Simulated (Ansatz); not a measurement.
TiBe12 in space group I4/mmm (No. 139; Ti on 2a, Be on 8f, Be on 8i, Be on 8j) at seven volumes, plane-wave PAW r²SCAN (Ansatz code), shape and atoms relaxed at each. One row is withheld.

```tsv
V (Å³/atom)	P (GPa)
7.785	14.21
8.042	8.82
8.299	4.11
8.555	-0.01
8.812	-3.62
9.069	?
9.325	-9.54
```

**Question.** Fit the shown pressures and predict the withheld one.

**Answer.** Third-order Birch–Murnaghan: P = (3/2)B₀(x^(7/2) − x^(5/2))[1 + (3/4)(B′ − 4)(x − 1)] with x = (V₀/V)^(2/3). Least squares on the six rows gives V₀ = 8.555 Å³/atom, B₀ = 128.4 GPa, B′ = 3.43. At V = 9.069, x = 0.9618 and P = -6.78 GPa. The run itself gave -6.78 GPa.

The workflow started from a Materials Project entry (that database holds measured and hypothetical structures alike); the Crystallography Open Database copy checked does not list it. Whether it is the stable phase at ambient conditions was not checked. Symmetry was held in the r²SCAN relaxation; whether a distortion lowers the energy is not shown. No spin polarisation was allowed.

Potentials: the later of the program's two PAW sets.
